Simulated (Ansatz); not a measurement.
What does Ansatz print for the nuclei with this input?

The cell is a Materials Project structure (computed, not necessarily an observed phase), taken as it stands.

```yaml
crystal:
  lattice:
    - [5.7316081554, 0.0, 0.0]
    - [1.9078036555, 5.4663469296, 0.0]
    - [2.6492180599, -0.7191718263, 8.4617538639]
  atoms:
    - { symbol: Na, position: [0.57196261, 0.93306782, 0.86438719] }
    - { symbol: Na, position: [0.08491053, 0.43487255, 0.83452845] }
    - { symbol: Na, position: [0.62480395, 0.42844778, 0.70045372] }
    - { symbol: Na, position: [0.16517599, 0.91986569, 0.67041756] }
    - { symbol: Na, position: [0.81247276, 0.9152558, 0.47092125] }
    - { symbol: Na, position: [0.98313161, 0.57632058, 0.1945929] }
    - { symbol: Na, position: [0.31556745, 0.98361289, 0.24960537] }
    - { symbol: Na, position: [0.46921159, 0.41291899, 0.04712927] }
    - { symbol: Mg, position: [0.61719085, 0.30020074, 0.3510445] }
    - { symbol: Ni, position: [0.11423393, 0.43657313, 0.49773353], spin: -3.0 }
    - { symbol: Ni, position: [0.00268043, 0.01840992, 0.00845205], spin: 3.0 }
    - { symbol: O, position: [0.25981716, 0.71985762, 0.9054204] }
    - { symbol: O, position: [0.82882304, 0.1779284, 0.86652352] }
    - { symbol: O, position: [0.3925274, 0.20980624, 0.5541398] }
    - { symbol: O, position: [0.90405784, 0.67456171, 0.65630621] }
    - { symbol: O, position: [0.90812279, 0.3064398, 0.4243206] }
    - { symbol: O, position: [0.31567882, 0.5710257, 0.32202529] }
    - { symbol: O, position: [0.18882721, 0.20805985, 0.04323758] }
    - { symbol: O, position: [0.75412904, 0.99554879, 0.20506281] }
magnetization:
  spin_polarized: true
kpoints:
  mp_grid: { grid: [4, 4, 3] }
scf:
  occupations: { method: fermi_dirac, width: 0.02 }
hamiltonian:
  xc: pbe
  pseudopotentials: { kind: paw }
  hubbard: [{ species: Ni, l: d, u_eff: 5.0 }]
output:
  forces: true
  stress: true
  populations: true
  efg:
    quadrupole_moments_barn: { Na: 0.104, Mg: 0.1994, Ni: 0.162, O: -0.02558 }
    contact_densities: true
  write_density: true
  write_potential: true
  elf: true
  volumetric_format: npy
```

```sh
ansatz run input.yaml --threads 2 --pin off --max-ram 5120MiB --backend cpu --events-out ev --progress --plain --runs-dir out
```

Of the output, the block on the nuclei alone is shown; the set-up, the SCF iterations, energies, forces and stress are cut. One atom of each set with nearly equal values is shown.

```
--- PAW observables at the nuclei: V_zz in 10²¹ V/m², potentials from the cell's mean, atoms counted from 1 ---
  atom   1  Na V_zz =    +3.065830   η = 0.2632   by run symmetry: allowed   C_q = +7.7097 MHz
            electrostatic potential = -977.282423 V   contact ρ = 5904.922756 e/Å³   contact ρ_s (e/Å³): all electrons -0.060818, valence -0.059566
  atom   2  Na V_zz =    +2.597678   η = 0.1113   by run symmetry: allowed   C_q = +6.5324 MHz
            electrostatic potential = -977.647835 V   contact ρ = 5905.019082 e/Å³   contact ρ_s (e/Å³): all electrons +0.016587, valence +0.016122
  atom   3  Na V_zz =    -0.597009   η = 0.5978   by run symmetry: allowed   C_q = -1.5013 MHz
            electrostatic potential = -976.969179 V   contact ρ = 5904.798538 e/Å³   contact ρ_s (e/Å³): all electrons +0.199288, valence +0.194093
  atom   4  Na V_zz =    -1.073817   η = 0.9296   by run symmetry: allowed   C_q = -2.7003 MHz
            electrostatic potential = -977.061898 V   contact ρ = 5904.868598 e/Å³   contact ρ_s (e/Å³): all electrons +0.012105, valence +0.011151
  atom   5  Na V_zz =    -1.963752   η = 0.5652   by run symmetry: allowed   C_q = -4.9383 MHz
            electrostatic potential = -976.705826 V   contact ρ = 5905.169146 e/Å³   contact ρ_s (e/Å³): all electrons -0.001217, valence -0.002022
  atom   6  Na V_zz =    -2.298184   η = 0.6259   by run symmetry: allowed   C_q = -5.7793 MHz
            electrostatic potential = -976.859700 V   contact ρ = 5905.005309 e/Å³   contact ρ_s (e/Å³): all electrons +0.037888, valence +0.037532
  atom   7  Na V_zz =    +1.223937   η = 0.8173   by run symmetry: allowed   C_q = +3.0778 MHz
            electrostatic potential = -977.010196 V   contact ρ = 5904.666654 e/Å³   contact ρ_s (e/Å³): all electrons -0.006734, valence -0.006375
  atom   8  Na V_zz =    -1.087081   η = 0.6477   by run symmetry: allowed   C_q = -2.7337 MHz
            electrostatic potential = -977.427144 V   contact ρ = 5905.232527 e/Å³   contact ρ_s (e/Å³): all electrons +0.078911, valence +0.078953
  atom   9  Mg V_zz =    +1.961412   η = 0.6971   by run symmetry: allowed   C_q = +9.4569 MHz
            electrostatic potential = -1100.341956 V   contact ρ = 7797.741501 e/Å³   contact ρ_s (e/Å³): all electrons -0.066951, valence -0.066066
  atom  10  Ni V_zz =    +3.968890   η = 0.3186   by run symmetry: allowed   C_q = +15.5467 MHz
            electrostatic potential = -3561.475726 V   contact ρ = 130405.771434 e/Å³   contact ρ_s (e/Å³): all electrons +2.578523, valence -2.859597
  atom  11  Ni V_zz =    -2.345115   η = 0.5124   by run symmetry: allowed   C_q = -9.1861 MHz
            electrostatic potential = -3561.903223 V   contact ρ = 130405.303162 e/Å³   contact ρ_s (e/Å³): all electrons -2.716596, valence +2.794812
  atom  12  O  V_zz =    +5.880328   η = 0.1566   by run symmetry: allowed   C_q = -3.6371 MHz
            electrostatic potential = -620.294990 V   contact ρ = 2157.562630 e/Å³   contact ρ_s (e/Å³): all electrons +0.470023, valence +0.796795
  atom  13  O  V_zz =    +6.628457   η = 0.1877   by run symmetry: allowed   C_q = -4.0998 MHz
            electrostatic potential = -620.461379 V   contact ρ = 2157.244626 e/Å³   contact ρ_s (e/Å³): all electrons +0.473245, valence +0.816012
  atom  14  O  V_zz =    +5.492306   η = 0.3822   by run symmetry: allowed   C_q = -3.3971 MHz
            electrostatic potential = -619.771894 V   contact ρ = 2157.417584 e/Å³   contact ρ_s (e/Å³): all electrons -0.383709, valence -0.699093
  atom  15  O  V_zz =    +6.479149   η = 0.2705   by run symmetry: allowed   C_q = -4.0075 MHz
            electrostatic potential = -619.900770 V   contact ρ = 2157.583648 e/Å³   contact ρ_s (e/Å³): all electrons -0.373046, valence -0.827815
  atom  16  O  V_zz =    +4.995085   η = 0.6398   by run symmetry: allowed   C_q = -3.0896 MHz
            electrostatic potential = -619.676834 V   contact ρ = 2156.897797 e/Å³   contact ρ_s (e/Å³): all electrons -0.551888, valence -0.859258
  atom  17  O  V_zz =    +5.773500   η = 0.2451   by run symmetry: allowed   C_q = -3.5710 MHz
            electrostatic potential = -619.750289 V   contact ρ = 2157.358890 e/Å³   contact ρ_s (e/Å³): all electrons -0.459384, valence -0.714382
  atom  18  O  V_zz =    +5.853637   η = 0.1750   by run symmetry: allowed   C_q = -3.6206 MHz
            electrostatic potential = -620.428920 V   contact ρ = 2157.450272 e/Å³   contact ρ_s (e/Å³): all electrons +0.496165, valence +0.888709
  atom  19  O  V_zz =    +4.768132   η = 0.3422   by run symmetry: allowed   C_q = -2.9492 MHz
            electrostatic potential = -620.002795 V   contact ρ = 2157.014376 e/Å³   contact ρ_s (e/Å³): all electrons +0.457885, valence +0.678092
```

The run took 8.7 min of wall time (17 min of CPU time) and 1.6 GiB at its peak, on 2 threads of Arm Neoverse N1 (aarch64; 36 cores open to the job, memory cap 5.0 GiB, no GPU), a shared host with a load of 0.9 a core.

With these PAW files V_zz is typically within 2 to 3 % of all-electron values, but misses above 10 % occur on Ni. The magnetic order is the one that the run reached from its start moments, not necessarily the measured one.
